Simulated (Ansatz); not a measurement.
**Frozen-phonon scan for ZnCu (CsCl type)**

Starting cell, ZnCu (CsCl type):

```
CELL_PARAMETERS angstrom
      5.83761     0.00000     0.00000
      0.00000     2.91880     0.00000
      0.00000     0.00000     2.91880
ATOMIC_POSITIONS crystal
  Zn 0.00000 0.00000 0.00000
  Zn 0.50000 0.00000 0.00000
  Cu 0.25000 0.50000 0.50000
  Cu 0.75000 0.50000 0.50000
```

A phonon eigenvector at X = (0.5, 0.0, 0.0) is frozen into this cell: atom i moves by Q times the vector below, so Q is the largest atomic displacement, in Å. The cell is held. (q is in reciprocal vectors of the primitive cell; the cell shown is doubled to hold the pattern.)

| atom | x | y | z |
|---|---|---|---|
| Cu3 | 1.000 | 0.000 | 0.000 |
| Cu4 | -1.000 | 0.000 | 0.000 |

Atoms not listed stay in place.

Computed with r2SCAN (plane waves to 500 eV, PAW, scalar-relativistic; Ansatz, a first-principles code). k mesh 8×16×16 (Γ-centred), Fermi-Dirac smearing 0.05 eV. Energies are smeared free energies. Compression counts positive. With partly filled bands, energies and forces of such displacements shift with the k mesh and the smearing. ZnCu is run without spin polarisation. ZnCu was relaxed with its symmetry unable to fall. ΔE is measured from the undisplaced structure.

| Q (Å) | ΔE (eV/cell) | P (GPa) | −dE/dQ from forces (eV/Å) |
|---|---|---|---|
| -0.100 | 0.062 | 0.9 | 1.269 |
| -0.083 | 0.043 | 0.6 | 1.042 |
| -0.067 | 0.027 | 0.4 | 0.823 |
| -0.050 | 0.015 | 0.2 | 0.611 |
| -0.033 | 0.007 | 0.1 | 0.404 |
| -0.017 | 0.002 | 0.0 | 0.201 |
| 0.000 | 0.000 | 0.0 | 0.000 |
| 0.017 | 0.002 | 0.0 | -0.201 |
| 0.033 | 0.007 | 0.1 | -0.404 |
| 0.050 | 0.015 | 0.2 | -0.611 |
| 0.067 | 0.027 | 0.4 | -0.823 |
| 0.083 | 0.043 | 0.6 | -1.042 |
| 0.100 | 0.062 | 0.9 | -1.269 |

Key numbers:

| Property | Value |
|---|---|
| Energy at Q = 0.100 Å | 62 meV/cell |
| Space group of the distorted cell | P4/mmm (No. 123), lowered from Pm-3m |
| Symmetry of the curve | even: the same for both signs |
| Shape of the curve | a single well with its minimum at or next to zero displacement |
| Harmonic wavenumber from the curvature (finite differences) | 161 cm⁻¹ |
| Wavenumber by perturbation theory (DFPT, on another k mesh) | 161 cm⁻¹ |

(A displaced cell: forces are minus the slopes of the energy, force constants its curvatures, and phonons follow from these.)
